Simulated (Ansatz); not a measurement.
SiB12C2:
```xyz
15
Lattice="2.8205 1.6284 4.2064 -2.8205 1.6284 4.2064 0.0000 -3.2568 4.2064" Properties=species:S:1:pos:R:3 pbc="T T T"
B     -1.3914    -0.8033     8.1394
B      1.3914     0.8033     4.4799
B      1.3914    -0.8033     8.1394
B     -1.3914     0.8033     4.4799
B      0.0000     1.6066     8.1394
B      0.0000    -1.6066     4.4799
B     -0.9051    -0.5226    11.1896
B      0.9051     0.5226     1.4296
B      0.9051    -0.5226    11.1896
B     -0.9051     0.5226     1.4296
B      0.0000     1.0452    11.1896
B      0.0000    -1.0452     1.4296
C      0.0000     0.0000     8.0108
C      0.0000     0.0000     4.6085
Si     0.0000     0.0000     6.3096
```

Relaxed with r²SCAN. Independent-particle spectrum: no excitons, no local fields, no scissors shift; 0.1 eV broadening; ε₁ of the summed bands alone.

Problem. Tabulate the dielectric function from r²SCAN in the plane-wave PAW code Ansatz.

Solution. 

| E (eV) | ε₁ xx | ε₂ xx | ε₁ zz | ε₂ zz |
|---|---|---|---|---|
| 0.0 | 8.71 | 0.00 | 8.93 | 0.00 |
| 0.3 | 8.73 | 0.00 | 8.95 | 0.00 |
| 0.6 | 8.80 | 0.00 | 9.03 | 0.00 |
| 0.9 | 8.93 | 0.00 | 9.15 | 0.00 |
| 1.2 | 9.12 | 0.00 | 9.34 | 0.00 |
| 1.5 | 9.39 | 0.00 | 9.62 | 0.00 |
| 1.8 | 9.77 | 0.00 | 10.06 | 0.00 |
| 2.1 | 10.32 | 0.00 | 11.01 | 0.31 |
| 2.4 | 11.19 | 0.07 | 11.06 | 1.20 |
| 2.7 | 12.58 | 0.31 | 11.23 | 1.51 |
| 3.0 | 16.37 | 1.61 | 11.52 | 2.02 |
| 3.3 | 12.11 | 8.33 | 11.94 | 1.78 |
| 3.6 | 10.44 | 7.06 | 14.04 | 3.59 |
| 3.9 | 9.60 | 7.28 | 12.61 | 5.04 |
| 4.2 | 8.95 | 7.57 | 12.87 | 5.38 |
| 4.5 | 7.58 | 6.62 | 12.70 | 6.38 |
| 4.8 | 8.59 | 5.92 | 13.45 | 8.61 |
| 5.1 | 9.95 | 6.61 | 11.58 | 10.28 |
| 5.4 | 10.72 | 9.00 | 12.04 | 10.96 |
| 5.7 | 8.07 | 12.21 | 10.95 | 15.23 |
| 6.0 | 5.31 | 11.79 | 7.03 | 16.02 |
| 6.3 | 4.28 | 9.69 | 2.76 | 13.36 |
| 6.6 | 3.90 | 10.53 | 2.66 | 12.65 |
| 6.9 | 2.86 | 9.57 | 2.39 | 11.28 |
| 7.2 | 2.23 | 9.65 | 1.87 | 10.82 |
| 7.5 | 0.98 | 8.68 | 2.12 | 10.18 |
| 7.8 | 0.69 | 7.72 | 1.44 | 11.03 |
| 8.1 | 1.40 | 6.77 | 1.56 | 10.79 |
| 8.4 | 2.40 | 6.54 | -0.35 | 12.20 |
| 8.7 | 2.79 | 7.50 | -2.18 | 10.47 |
| 9.0 | 1.17 | 9.63 | -3.46 | 10.22 |
| 9.3 | 0.60 | 7.55 | -4.00 | 8.56 |
| 9.6 | 0.72 | 7.56 | -4.08 | 7.19 |
| 9.9 | 0.56 | 8.74 | -3.92 | 6.39 |
| 10.2 | -1.27 | 8.86 | -3.59 | 5.93 |
| 10.5 | -2.18 | 7.72 | -3.90 | 5.31 |
| 10.8 | -2.47 | 7.09 | -3.67 | 4.70 |
| 11.1 | -2.90 | 6.58 | -3.59 | 3.99 |
| 11.4 | -3.06 | 5.70 | -3.07 | 3.57 |
| 11.7 | -3.11 | 5.41 | -3.03 | 3.48 |
| 12.0 | -3.33 | 4.59 | -2.80 | 3.26 |

With all bands, ε∞ without local fields is 8.79 (xx = yy), 9.02 (zz).

Space group R-3m. The start of the workflow was typed in or built on a structure type; neither database checked (COD, Materials Project) lists it. Whether it is the stable phase at ambient conditions was not checked. The r²SCAN relaxation kept the symmetry of its start; its stability against distortions is not shown here.

Potentials: the earlier of the program's two PAW sets.
